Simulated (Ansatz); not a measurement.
Values for one crystal, relaxed and computed with DFT-PBEsol in the program Ansatz with PAW potentials; other levels are named.

| Property | Result |
|---|---|
| Volume per atom | 9.23 Å³ |
| Band gap | 1.62 eV (indirect) |
| Hill bulk and shear moduli | 56.7 and 47.4 GPa |
| HSE06 gap on the PBEsol cell | 3.76 eV |
| Poisson's ratio | 0.17 |
| Electronic dielectric constant ε∞ (DFPT) | 4.96 (xx = yy), 4.84 (zz) |
| Conduction-band minimum | at M (3 equivalent valleys) |

Question: Which compound is it?
(A) SrMg2FeH8, P-3m1 (Pearson symbol hP12)
(B) CdSe, zinc blende
(C) Sr3P4, Fdd2 (Sr on 16b, Sr on 8a, P on 16b, P on 16b)
(D) CdS, zinc blende

Answer: A, SrMg2FeH8, P-3m1 (Pearson symbol hP12)

The first step of the workflow began from a Materials Project structure, measured or hypothetical; the Crystallography Open Database copy checked does not list it. Its standing as an ambient phase is unchecked. The cell was relaxed with PBEsol under the symmetry of its start; its stability against distortions is not shown here. The run is not spin-polarised. Spin–orbit coupling is left out wherever it is not named.

Potentials: the later of the program's two PAW sets.
